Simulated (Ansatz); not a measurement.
Polymorphs of Ge₂Mo, each relaxed with the program Ansatz at the r²SCAN level (PAW):

A: MoSi2 or CaC2 type (I4/mmm)
a = b = 3.319 Å, c = 8.191 Å, α = β = γ = 90.00°

```json
[
 {"atom": "Ge", "site": "4e", "symmetry": "4mm", "x": "0.0000", "y": "0.0000", "z": "0.3384"},
 {"atom": "Mo", "site": "2a", "symmetry": "4/mmm", "x": "0.0000", "y": "0.0000", "z": "0.0000"}
]
```

B: Pnma
a = 6.351 Å, b = 3.460 Å, c = 8.575 Å, α = β = γ = 90.00°

```json
[
 {"atom": "Ge", "site": "4c", "symmetry": ".m.", "x": "0.4366", "y": "0.2500", "z": "0.1314"},
 {"atom": "Ge", "site": "4c", "symmetry": ".m.", "x": "0.1352", "y": "0.7500", "z": "0.0404"},
 {"atom": "Mo", "site": "4c", "symmetry": ".m.", "x": "0.2498", "y": "0.7500", "z": "0.3290"}
]
```

### Question
Put the candidates in order of energy per atom at 0 K, lowest first, for r²SCAN.

### Answer
B (+0 meV/atom), A (+47 meV/atom)

Standing as an ambient phase not checked: A; B. All cells were relaxed under the symmetry of their starts (and spin orders); stability against distortions was not tested throughout. Rows with no word on spin ran without spin polarisation. Scalar-relativistic: spin–orbit coupling is off unless named, which matters more the heavier the elements.

Energies hold the estimated change up to a 700 eV cutoff; steps of a few meV lie near the error of the meshes.

Potentials: the later of the program's two PAW sets.
